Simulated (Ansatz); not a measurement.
A geometry of ReSe2 away from equilibrium: the start of the relaxation of a generated cell, ReSe2 placed in the AFLOW prototype AB2_cF48_227_c_e (as in Ti2C). Level of theory: r2SCAN (plane waves to 500 eV, PAW, scalar-relativistic; Ansatz, a quantum-chemistry and plane-wave program). Γ-centred k-mesh 5×5×5 on the run's cell, Fermi–Dirac smearing 0.05 eV.

```xyz
12
Lattice="0.0000 5.0312 5.0312 5.0312 0.0000 5.0312 5.0312 5.0312 0.0000" Properties=species:S:1:pos:R:3 pbc="T T T"
Re     6.2890     6.2890     6.2890
Re     6.2890     3.7734     3.7734
Re     3.7734     6.2890     3.7734
Re     3.7734     3.7734     6.2890
Se     8.7542     8.7542     8.7542
Se     8.7542     6.3393     6.3393
Se     6.3393     8.7542     6.3393
Se     6.3393     6.3393     8.7542
Se     3.8237     3.8237     3.8237
Se     3.8237     6.2386     6.2386
Se     6.2386     3.8237     6.2386
Se     6.2386     6.2386     3.8237
```

Problem. Which atoms carry the largest force, and which way does it point?

Solution. 1.62 eV/Å, on Se5, Se6, Se7, Se8, Se9, Se10, Se11, Se12 (atoms numbered as listed); on Se5 its components are (0.93, 0.93, 0.93).

Problem. What is the pressure?

Solution. +7.5 GPa, compression positive.

Problem. How much energy per atom can still be gained by relaxing?

Solution. 0.07 eV/atom; the path ends in Fd-3m (No. 227) (AFLOW prototype AB2_cF48_227_c_e (as in Ti2C)).

No spin polarisation in the result. A magnetic state may lie lower.

The run could not lose the symmetry of its start, so the end can be a saddle point.

The end of the path is a generated cell of ReSe2: the first start was made by placing the elements on the sites of a structure type, and the end was not matched to a known phase here, so it may be hypothetical.
